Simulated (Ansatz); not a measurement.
YSi (CsCl type, Pm-3m) under volume change, PBEsol (plane waves, PAW; program Ansatz), scaled uniformly.

```csv
V (Å³/atom),E − E(relaxed) (meV/atom),P (GPa)
19.408,50.4,9.07
20.048,21.2,5.60
20.687,5.0,2.59
21.327,0.0,0.00
21.967,4.5,-2.21
22.607,17.2,-4.10
23.247,37.0,-5.76
```

Question: What does a third-order Birch–Murnaghan fit give for V₀, B₀ and B′?

Answer: V₀ = 21.33 Å³/atom, B₀ = 79.5 GPa, B′ = 4.0.

The cell is a constructed one: a structure type filled with these elements; neither database checked (COD, Materials Project) lists it. Whether it is the stable phase at ambient conditions was not checked. The PBEsol relaxation kept the symmetry of its start. At this level the phase is mechanically unstable. No spin polarisation was allowed.

Potentials: the later of the program's two PAW sets.
